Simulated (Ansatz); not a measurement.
SrHfO₃:
```
SrHfO3
1.0
    4.05831     0.00000     0.00000
    0.00000     4.05831     0.00000
    0.00000     0.00000     4.10173
Sr Hf O
1 1 3
Cartesian
  2.02915   2.02915   2.21087
  0.00000   0.00000   4.09995
  2.02915   0.00000   3.93839
  0.00000   2.02915   3.93839
  0.00000   0.00000   1.98964
```

This is the LDA-relaxed structure.

Problem. All from plane-wave PAW LDA (Ansatz code), unless another level is named. Predict the formation energy from the elements (no fitted shifts).

Solution. -3.49 eV/atom.

Problem. What about the smallest direct gap on the standard path?

Solution. 3.88 eV.

Problem. And the band gap?

Solution. 3.72 eV (indirect).

Problem. What about the conduction-band minimum?

Solution. at Γ.

Problem. What about the valence-band maximum?

Solution. at A.

Problem. Give the weight of the conduction-edge state by species (Voronoi cells).

Solution. Hf 52 %, O 36 %, Sr 12 %.

Space group P4mm. The first step of the workflow began from a Materials Project structure, measured or hypothetical; the Crystallography Open Database copy checked does not list it. COD files the formula under space group No. 62, 63, 221, so this cell is another polymorph or a model. Its standing as an ambient phase is unchecked. Symmetry was held in the LDA relaxation. At this level the phase is dynamically unstable (imaginary phonons). No spin polarisation was allowed. The references are the lowest solids computed at this level, not always the standard phases (solids in place of the gases). Spin–orbit coupling is left out wherever it is not named.

Potentials: the later of the program's two PAW sets.
